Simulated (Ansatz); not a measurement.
# Na3MoClO4: a ladder of calculations

Cell of run 1: a measured structure from the Crystallography Open Database (COD), atoms as given.

Space group P4/nmm:1 (No. 129); a = 7.4942, c = 5.3409 Å.

| site | Wyckoff | site symmetry | x | y | z |
| --- | --- | --- | --- | --- | --- |
| Na1 | 4d | ..2/m | 0.7500 | 0.7500 | 0.0000 |
| Na5 | 2c | 4mm | 0.5000 | 0.0000 | 0.6358 |
| Mo | 2b | -4m2 | 0.0000 | 0.0000 | 0.5000 |
| Cl | 2c | 4mm | 0.5000 | 0.0000 | 0.1522 |
| O | 8i | .m. | 0.8116 | 0.0000 | 0.6975 |

One atom of each set is listed.

Relaxed positions (PBE, cell held):

Na1 (0.7500, 0.7500, 0.0000)
Na5 (0.5000, 0.0000, 0.6389)
Mo (0.0000, 0.0000, 0.5000)
Cl (0.5000, 0.0000, 0.1554)
O (0.8103, 0.0000, 0.7005)

All runs are DFT with Ansatz 0.2.0 (plane waves and PAW, scalar-relativistic unless spin–orbit coupling is named, Γ-centred meshes, Fermi–Dirac smearing where given) in this cell.

Run 1: PBE, atoms as given; 420 eV, 3×3×5 k-points, smearing 0.02 eV.
Run 2: PBE, atoms relaxed; 420 eV, 3×3×5 k-points, smearing 0.02 eV.
Run 3: r2SCAN, at the relaxed atoms; 500 eV, 3×3×5 k-points, smearing 0.02 eV.

```json
{"run": "1", "Mo V_zz (η)": "-3.86 (0.00)", "Cl V_zz (η)": "-1.63 (0.00)", "O V_zz (η)": "1.42 (0.70)"}
{"run": "2", "Mo V_zz (η)": "-4.27 (0.00)", "Cl V_zz (η)": "-1.63 (0.00)", "O V_zz (η)": "1.67 (0.66)"}
{"run": "3", "Mo V_zz (η)": "?", "Cl V_zz (η)": "?", "O V_zz (η)": "?"}
```

V_zz in 10²¹ V/m²; 3 of the 5 sets of like atoms are followed.

Problem. Estimate the row of run 3.

Solution. Mo: -4.26 (0.00); Cl: -1.82 (0.00); O: 1.83 (0.62). It lies nearest to run 2, from whose tensors on these sites it differs by 0.19 at most (largest principal value of the difference, on Cl). Taken one at a time, the positions of the atoms (as given or relaxed) move the tensors on these sites by up to 0.41 (largest principal value of the change, on Mo), the functional (r2SCAN with its higher cutoff) by 0.19 (Cl).

Without spin–orbit coupling (the program notes it for Mo) the gradients are little affected as a rule: paired runs on crystals with a gap mostly move them by under 2 % at such atoms. In runs 1, 3 the atoms aren't at the calculated equilibrium (largest force 0.85, 0.34 eV/Å).
